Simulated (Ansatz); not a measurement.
Ir2Ru3: rattling a relaxed structure

The structure comes from a generated guess, relaxed at this level; another structure or a mixture of phases may lie lower.

Theory: DFT PBE, scalar-relativistic, plane waves, PAW in Ansatz. Plane waves to 420 eV, a k mesh through Γ of 18×18×2 on the computed 10-atom cell and Gaussian smearing (0.10 eV); no spin polarisation.

The cell below (10 atoms, space group P-6m2 (No. 187)) is relaxed within its symmetry.

```xyz
10
Lattice="2.7338 0.0000 0.0000 -1.3669 2.3676 0.0000 0.0000 0.0000 21.7429" Properties=species:S:1:pos:R:3 pbc="T T T"
Ru    0.0000    0.0000   13.0189
Ru    0.0000    0.0000    0.0000
Ru    0.0000    0.0000    8.7240
Ru    0.0000    1.5784   15.1379
Ru    0.0000    1.5784    6.6050
Ru    0.0000    1.5784   10.8715
Ir    0.0000    0.0000   17.3121
Ir    0.0000    0.0000    4.4308
Ir    0.0000    1.5784   19.5820
Ir    0.0000    1.5784    2.1609
```

For the test it was strained at random (σ = 1.5 % a component), the atoms were moved at random (σ = 0.15 Å), and all was relaxed again on a coarse 12×12×1 mesh (in the run’s order of axes) with 0.20 eV smearing, with no symmetry imposed.

These runs have no spin–orbit coupling, which can matter for Ir.

Task: Is the structure stable against such a distortion?

Result: It returns, within 1 meV/atom of the unmoved cell on that mesh and with the same symmetry when read at 0.1 Å. So it is stable against the distortions that fit this cell and that this random move excites. Modes that don't fit the cell aren't tested.
